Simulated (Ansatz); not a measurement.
# A plane-wave run on YbZnSn

input.yaml (Ansatz 0.2.0)

```yaml
crystal:
  lattice:
    - [2.351446, 4.072822, 0.0]
    - [-2.351446, 4.072822, 0.0]
    - [0.0, 0.0, 7.562663]
  atoms:
    - { symbol: Yb, position: [0.0, 0.0, 0.25] }
    - { symbol: Yb, position: [0.0, 0.0, 0.75] }
    - { symbol: Zn, position: [0.3333, 0.3334, 0.0619] }
    - { symbol: Zn, position: [0.6666, 0.6667, 0.5619] }
    - { symbol: Sn, position: [0.3333, 0.3334, 0.4778] }
    - { symbol: Sn, position: [0.6666, 0.6667, 0.9778] }
kpoints:
  mp_grid: { grid: [6, 6, 3], shift: [0, 0, 0] }
  band_path:
    path:
      - [0.0, 0.0, 0.0]
      - [0.49999997, -1.2e-07, 0.0]
      - [0.66666655, 0.33333315, 0.0]
      - [0.0, 0.0, 0.0]
      - [0.0, 0.0, 0.5]
      - [0.49999997, -1.2e-07, 0.5]
      - [0.66666655, 0.33333315, 0.5]
      - [0.0, 0.0, 0.5]
      - [0.49999997, -1.2e-07, 0.5]
      - [0.49999997, -1.2e-07, 0.0]
      - [0.66666655, 0.33333315, 0.5]
    npoints: 6
magnetization:
  spin_polarized: false
scf:
  occupations: { method: fermi_dirac }
  lower_state_search: "off"
  max_iter: 200
hamiltonian:
  pseudopotentials: { kind: paw }
  xc: r2scan
basis:
  ecutwfc: 500
  fft_grid_basis: typed
output:
  forces: true
  stress: true
  eigenvalues: true
  bader: true
  populations: true
  elf: true
  write_potential: true
  volumetric_format: npy
  dos:
    e_range: [-12, 8]
    de: 0.05
    projected: { site_lists: { Sn: [Sn], Yb: [Yb], Zn: [Zn] } }
checkpoint:
  read: saved_state
```

The saved state is an earlier solution for the same cell, perhaps on another mesh. 

Excerpt of what it printed:

```
SCF iter   1: F=-46343.9454 eV  Δρ=1.41e-3  dr2=2.57e-3  dr2_τ=3.75e-4
SCF iter   2: F=-46343.9220 eV  Δρ=3.67e-3  dr2=1.69e-2  dr2_τ=4.17e-5  recentre
SCF iter   3: F=-46343.9466 eV  Δρ=1.01e-3  dr2=1.39e-3  dr2_τ=4.06e-5
SCF iter   4: F=-46343.9477 eV  Δρ=5.01e-4  dr2=2.88e-4  dr2_τ=1.93e-5
SCF iter   5: F=-46343.9477 eV  Δρ=1.98e-4  dr2=7.48e-5  dr2_τ=6.63e-7
SCF iter   6: F=-46343.9477 eV  Δρ=1.15e-4  dr2=1.34e-5  dr2_τ=6.86e-7
SCF iter   7: F=-46343.9477 eV  Δρ=7.62e-5  dr2=4.68e-6  dr2_τ=2.32e-7
SCF iter   8: F=-46343.9477 eV  Δρ=2.79e-5  dr2=7.34e-7  dr2_τ=3.39e-8
SCF iter   9: F=-46343.9477 eV  Δρ=1.45e-5  dr2=1.89e-7  dr2_τ=5.30e-9
SCF iter  10: F=-46343.9477 eV  Δρ=5.33e-6  dr2=4.46e-8  dr2_τ=4.85e-10
Free energy (F): -46343.9477 eV
Harris-Foulkes:  -46343.9477 eV  (|F-HF|=8.96e-9)
Internal energy: -46343.7781 eV  (E = F + TS)
E sigma→0 (E₀):  -46343.8629 eV
Entropy (-TS):   -0.1697 eV (-28.275 meV/atom)
Fermi energy:    11.6982 eV
--- Per-component energies (eV) ---
  E_band       = -19.8176
  E_kinetic    = 1347.6855
  E_local      = -17107.9328  (includes V_loc(G=0)·N_el)
  E_nonlocal   = 2248.3108
  E_hartree    = 7759.9367
  E_xc         = -1319.8833
  E_vxc        = -777.1857  (∫ρ·V_xc dr)
  E_paw        = -26739.8699  (= ΣΔE_a)
  E_vpaw       = -1298.5993  (= ΣTr[D̂ρ^β])
  E_aug_tail   = -0.0001  (compensation charges beyond the density's cutoff)
  E_vtau       = 48.0340  (kinetic-family band-sum trace: ∫τ·v_τ [+ j·A + Jᵃ·Aᵃ] dr)
  E_ewald      = -12534.8289
  E_core_change = 2.8038  (= ΣΔE_core)
  E_smearing   = -0.1697  (= −TS)
--- Forces (eV/Å), atoms counted from 1 ---
  atom   1  Yb    -0.0009     0.0003     0.0178
  atom   2  Yb    -0.0009    -0.0003     0.0178
  atom   3  Zn     0.0003    -0.0010     0.0221
  atom   4  Zn     0.0003     0.0010     0.0221
  atom   5  Sn     0.0006    -0.0012    -0.0399
  atom   6  Sn     0.0006     0.0012    -0.0399
--- Stress (GPa, compression-positive) ---
       -3.1280       0.0000      -0.0005
        0.0000      -3.1276       0.0000
       -0.0005       0.0000      -2.9233
  P = ⅓ Tr σ = -3.0596 GPa (-30.596 kbar)
--- Löwdin populations: 6 sites ---
  site symbol       q [e]
     0     Yb     24.4010
     1     Yb     24.4010
     2     Zn     10.7234
     3     Zn     10.7234
     4     Sn     14.6420
     5     Sn     14.6420
  spilling = 0.0047 (of n_electrons = 100.0000)
```

Origin: a database entry at a rescaled volume. Caveats: no spin polarisation, so a magnetic state may lie lower; f levels without a U or exact exchange are poorly placed.
